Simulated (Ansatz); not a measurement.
The relaxed structure here is a generated cell of Zr3Si: the first start was made by placing the elements on the sites of a structure type, and the end was not matched to a known phase here, so it may be hypothetical.

One stationary structure of Zr₃Si. Level of theory: r2SCAN (plane waves to 500 eV, PAW, scalar-relativistic; Ansatz, a first-principles code).

```cif
data_Si2Zr6
_chemical_formula_sum 'Zr6 Si2'
_space_group_name_H-M_alt 'P 1'
_space_group_IT_number 1
_cell_length_a 9.01200
_cell_length_b 9.01200
_cell_length_c 4.49198
_cell_angle_alpha 90.000
_cell_angle_beta 90.000
_cell_angle_gamma 150.516
loop_
_space_group_symop_operation_xyz
  'x, y, z'
loop_
_atom_site_label
_atom_site_type_symbol
_atom_site_fract_x
_atom_site_fract_y
_atom_site_fract_z
_atom_site_occupancy
Zr1 Zr 0.56162 0.43838 0.75000 1
Zr2 Zr 0.43838 0.56162 0.25000 1
Zr3 Zr 0.93821 0.06179 0.75000 1
Zr4 Zr 0.25165 0.74835 0.25000 1
Zr5 Zr 0.06179 0.93821 0.25000 1
Zr6 Zr 0.74835 0.25165 0.75000 1
Si1 Si 0.16229 0.83771 0.75000 1
Si2 Si 0.83771 0.16229 0.25000 1
```

Question: Determine the symmetry and give the standard cell with its independent sites.

Answer: Space group Cmcm (No. 63); a = 4.5865 Å, b = 17.4307 Å, c = 4.4920 Å, α = β = γ = 90.00°

```csv
atom,site,symmetry,x,y,z
Zr,4c,m2m,0.0000,0.4384,0.2500
Zr,4c,m2m,0.0000,0.0618,0.2500
Zr,4c,m2m,0.0000,0.2516,0.2500
Si,4c,m2m,0.0000,0.1623,0.7500
```

Question: Give the shortest distances between elements (the closest pairs, up to four, under 3.6 Å).

Answer: Si–Zr 2.73 Å; Zr–Zr 3.11 Å.

| Item | Result |
|---|---|
| Volume per atom | 22.44 Å³ |
| Band gap | no gap (metallic) |

No spin polarisation in the result.

It was reached from a disturbed copy of a P6/mmm (No. 191) cell (AFLOW prototype A3B_hP4_191_bc_a (as in Li3N)), against which it lies -0.52 eV/atom.
